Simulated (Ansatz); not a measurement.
**Kick test of a cell of HfTi3N4**

The cell was found from a structure generator's guess, not taken from experiment.

Computed with Ansatz, DFT PBE, scalar-relativistic, plane waves, PAW. Plane waves to 420 eV, a k mesh through Γ of 10×10×10 on the computed 8-atom cell and Gaussian smearing (0.10 eV); no spin polarisation.

The cell below (8 atoms, space group Pm-3m (No. 221)) is relaxed within its symmetry.

```
Hf Ti N
1.0
     4.34186    0.00000    0.00000
     0.00000    4.34186    0.00000
     0.00000    0.00000    4.34186
Hf Ti N
1 3 4
Direct
  0.00000 0.00000 0.00000
  0.50000 0.00000 0.50000
  0.00000 0.50000 0.50000
  0.50000 0.50000 0.00000
  0.50000 0.50000 0.50000
  0.00000 0.50000 0.00000
  0.50000 0.00000 0.00000
  0.00000 0.00000 0.50000
```

For the test it was strained at random (σ = 1.5 % a component), the atoms were moved at random (σ = 0.15 Å), and all was relaxed again on a coarse 6×6×6 mesh (in the run’s order of axes) with 0.20 eV smearing, with no symmetry imposed.

These runs have no spin–orbit coupling, which can matter for Hf.

Q: What happens?

A: It returns, within 1 meV/atom of the unmoved cell on that mesh and with the same symmetry when read at 0.1 Å. So it is stable against the distortions that fit this cell and that this random move excites. Modes that don't fit the cell aren't tested.
